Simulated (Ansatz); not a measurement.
The relaxed structure here is a generated cell of SrTiO3: the first start was made by a random draw of sites in a space group, and the end was not matched to a known phase here, so it may be hypothetical. Known forms of SrTiO3 include space group No. 221.

The end point of a relaxation of SrTiO₃. Space group P2₁ (No. 4). Method: PBEsol (plane waves to 420 eV, PAW, scalar-relativistic; Ansatz, a first-principles code).

```cif
data_O6Sr2Ti2
_chemical_formula_sum 'O6 Sr2 Ti2'
_space_group_name_H-M_alt 'P 1'
_space_group_IT_number 1
_cell_length_a 5.49428
_cell_length_b 5.27934
_cell_length_c 6.25330
_cell_angle_alpha 90.000
_cell_angle_beta 109.186
_cell_angle_gamma 90.000
loop_
_space_group_symop_operation_xyz
  'x, y, z'
loop_
_atom_site_label
_atom_site_type_symbol
_atom_site_fract_x
_atom_site_fract_y
_atom_site_fract_z
_atom_site_occupancy
O1 O 0.31839 0.01622 0.58305 1
O2 O 0.28062 0.52112 0.52570 1
O3 O 0.79924 0.67596 0.86648 1
O4 O 0.20076 0.17596 0.13352 1
O5 O 0.71938 0.02112 0.47430 1
O6 O 0.68161 0.51622 0.41695 1
Sr1 Sr 0.94989 0.79766 0.26010 1
Sr2 Sr 0.05011 0.29766 0.73990 1
Ti1 Ti 0.57662 0.74965 0.60118 1
Ti2 Ti 0.42338 0.24965 0.39882 1
```

Task: Give the band gap at the level PBEsol.

Result: 3.85 eV, direct within 0.03 eV (at A) (no spin-orbit coupling).

Task: Estimate the smallest direct gap that PBEsol returns for this input.

Result: 3.86 eV at A.

No spin polarisation in the result.

It was reached from a disturbed copy of a P4/mmm (No. 123) cell, against which it lies -2.54 eV/atom.
